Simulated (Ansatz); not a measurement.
ZrTa in space group Pmma (No. 51; Ta on 2e, Zr on 2f) under volume change, PBEsol in the plane-wave PAW code Ansatz, shape and atoms relaxed at each volume.

| V (Å³/atom) | E − E(relaxed) (meV/atom) | P (GPa) |
|---|---|---|
| 18.106 | 74.9 | 14.31 |
| 18.703 | 31.8 | 8.94 |
| 19.300 | ? | ? |
| 19.897 | 0.0 | 0.00 |
| 20.493 | 6.9 | -3.64 |
| 21.090 | ? | ? |
| 21.687 | 56.2 | -9.26 |

**Question.** Complete the blanks.

**Answer.** 
- 19.300, E − E(relaxed) (meV/atom): 7.6
- 19.300, P (GPa): 4.17
- 21.090, E − E(relaxed) (meV/atom): 26.3
- 21.090, P (GPa): -6.69

**Question.** What does a third-order Birch–Murnaghan fit give for V₀, B₀ and B′?

**Answer.** V₀ = 19.90 Å³/atom, B₀ = 127 GPa, B′ = 3.8.

The start of the workflow was typed in or built on a structure type; neither database checked (COD, Materials Project) lists it. Whether it is the stable phase at ambient conditions was not checked. Symmetry was held in the PBEsol relaxation; its stability against distortions is not shown here. No spin polarisation was allowed. Its formation energy is positive at this level, so the cell may be metastable or incomplete. Scalar-relativistic: spin–orbit coupling is off unless named, which matters more the heavier the elements.

Potentials: the later of the program's two PAW sets.
